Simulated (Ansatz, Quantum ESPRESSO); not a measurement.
Given: the input of a run of Ansatz 0.2.0 on NbSi. Atoms were shifted at random by some hundredths of an Å from the given cell, which wasn't relaxed again for these runs. The cell comes from a database or a generator and needn't be the stable form of this composition.

File input.yaml:

```yaml
crystal:
  lattice:
    - [0.0, 2.57383, 2.57383]
    - [2.57383, 0.0, 2.57383]
    - [2.57383, 2.57383, 0.0]
  atoms:
    - { symbol: Nb, position: [-0.000446, -0.001747, -0.006379] }
    - { symbol: Si, position: [0.509045, 0.500528, 0.492533] }
hamiltonian:
  xc: pbe
  pseudopotentials: { kind: paw }
kpoints:
  mp_grid: { grid: [9, 9, 9] }
scf:
  occupations: { method: fermi_dirac, width: 0.05 }
output:
  forces: true
  stress: true
  eigenvalues: true
```

Potentials or basis: Ansatz PAW.

Launch:

```sh
$ ansatz run input.yaml --threads 1 --pin off --max-ram 3584MiB --backend cpu --events-out ev --progress --plain --runs-dir out
```

Question: Set up the same calculation for Quantum ESPRESSO 7.5. Potentials or basis there: SSSP 1.3 efficiency PBE, cutoff 748 eV.

Answer: As run (cutoffs and basis follow the program's own potentials, and thresholds, step limits or extra output files can differ):

Contents of pw.in:

```
&CONTROL
  calculation = 'scf'
  prefix = 'pwscf'
  outdir = './tmp'
  pseudo_dir = './pseudo'
  tprnfor = .true.
  tstress = .true.
  disk_io = 'nowf'
/
&SYSTEM
  ibrav = 0
  nat = 2
  ntyp = 2
  ecutwfc = 55
  ecutrho = 440
  nbnd = 15
  occupations = 'smearing'
  smearing = 'fd'
  degauss = 0.00367493
/
&ELECTRONS
  conv_thr = 4d-10
  electron_maxstep = 120
  mixing_beta = 0.5
/
ATOMIC_SPECIES
Nb    92.9064 Nb.pbe-spn-kjpaw_psl.0.3.0.UPF
Si    28.0850 Si.pbe-n-rrkjus_psl.1.0.0.UPF
CELL_PARAMETERS angstrom
   0.0000000000    2.5738300000    2.5738300000
   2.5738300000    0.0000000000    2.5738300000
   2.5738300000    2.5738300000    0.0000000000
ATOMIC_POSITIONS crystal
Nb    -0.0004460000   -0.0017470000   -0.0063790000
Si     0.5090450000    0.5005280000    0.4925330000
K_POINTS automatic
9 9 9 0 0 0
```

Potentials or basis: SSSP 1.3 efficiency PBE.

Launch:

```console
$ OMP_NUM_THREADS=1 pw.x -in pw.in > pw.out
```

Both were run:

|  | Ansatz | Quantum ESPRESSO |
| --- | --- | --- |
| Pressure | 0.1 GPa | 0.0 GPa |
| Largest force | 0.388 eV/Å | 0.389 eV/Å |
| Energy over the undisturbed cell | 3.6 meV/atom | 3.6 meV/atom |

Ansatz's pressure holds a Pulay term of +0.03 GPa for its cutoff of 420 eV, which the other run lacks.

Where Ansatz's input types no cutoff or centring, it takes its own default and a Γ-centred mesh.

Pressure is positive in compression.
